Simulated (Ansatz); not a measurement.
# Zn4Se3S: rattling a relaxed structure

The cell was found from a structure generator's guess, not taken from experiment.

All numbers below come from DFT PBE, scalar-relativistic, plane waves, PAW in Ansatz. Settings: cutoff 420 eV, Γ-centred mesh 8×8×4 on the computed 8-atom cell, Gaussian smearing of 0.02 eV; no spin polarisation.

The cell below (8 atoms, space group P-4m2 (No. 115)) is relaxed within its symmetry.

```xyz
8
Lattice="4.0031 0.0000 0.0000 0.0000 4.0031 0.0000 0.0000 0.0000 11.3162" Properties=species:S:1:pos:R:3 pbc="T T T"
Zn    2.0015    0.0000   10.0130
Zn    0.0000    2.0015    1.3031
Zn    2.0015    0.0000    4.2047
Zn    0.0000    2.0015    7.1115
Se    2.0015    2.0015    2.7546
Se    0.0000    0.0000    5.6581
Se    2.0015    2.0015    8.5616
S     0.0000    0.0000    0.0000
```

For the test it was strained at random (σ = 1.5 % a component), the atoms were moved at random (σ = 0.05 Å), and all was relaxed again on a coarse 4×4×2 mesh (in the run’s order of axes) with 0.10 eV smearing, with no symmetry imposed.

Problem. Is the structure stable against such a distortion?

Solution. It returns, within 1 meV/atom of the unmoved cell on that mesh and with the same symmetry when read at 0.1 Å. So it is stable against the distortions that fit this cell and that this random move excites. Modes that don't fit the cell aren't tested.
